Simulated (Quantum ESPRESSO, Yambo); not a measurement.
## Quasiparticle gap of CdZn₃O₄

CdZn3O4 has the trigonal space group P3m1 (No. 156), Pearson symbol hP8. Conventional cell: a = b = 3.364 Å, c = 11.024 Å, α = β = 90.00°, γ = 120.00°. O1 on 1a has 3 Zn at 2.034 Å and 1 Cd at 2.245 Å (tetrahedral). O2 on 1a is coordinated by 4 Zn at 2.000–2.035 Å (tetrahedral). O3 on 1b sees 1 Zn at 1.981 Å and 3 Cd at 2.174 Å (tetrahedral). O4 on 1b is coordinated by 4 Zn at 2.004–2.034 Å (tetrahedral). Zn1 on 1a sees 4 O at 2.000–2.034 Å (tetrahedral). Zn2 on 1b has 4 O at 2.004–2.034 Å (tetrahedral). Zn3 on 1b is surrounded by 4 O at 1.981–2.035 Å (tetrahedral). Cd on 1a is coordinated by 4 O at 2.174–2.245 Å (tetrahedral). (Neighbours: up to the widest gap in distance over summed covalent radii, below 1.35, at either atom; cation-cation contacts left out.)

The geometry is that of Materials Project entry mp-1215562, symmetrised and not relaxed again.

Starting point: PBEsol (pw.x of Quantum ESPRESSO, ONCV potentials, scalar-relativistic). G0W0 in Yambo: 6×6×1 Γ-centred k mesh, bands 17 to 231 and a 8 Ry block in the screening, 231 bands in G with the Bruneval-Gonze terminator, plasmon pole fitted at 27.2 eV.

- PBEsol gap along the band path: 0.14 eV
- PBEsol gap between the mesh's edge points (Γ → Γ): 0.14 eV
- G0W0 gap between the same points: 0.88 eV

```
k point  band  E PBEsol (eV)  E QP (eV)  shift (eV)     Z
-------  ----  -------------  ---------  ----------  ----
Γ          VB           0.00      -0.50       -0.50  0.76
Γ          CB           0.14       0.38        0.23  0.81
M          VB          -0.62      -1.17       -0.55  0.76
M          CB           4.54       5.18        0.63  0.81
K          VB          -1.16      -1.85       -0.69  0.76
K          CB           6.29       7.27        0.98  0.80
```

Energies count from the PBEsol valence-band maximum.

Nearest settings tried, and what they do to the gap: 158 bands in W, 158 bands in G: +54 meV; 3 Ry block (67 vectors against 277): -53 meV; 3×3×1 mesh: -35 meV. So the settings aren't converged at that level. Oxides, nitrides and fluorides with a shallow 3d shell are known to need far more bands and larger blocks.

Spin-orbit splittings are left out.

The structure is a Materials Project entry; no match was found in the copy of COD used, and its stability was not checked.
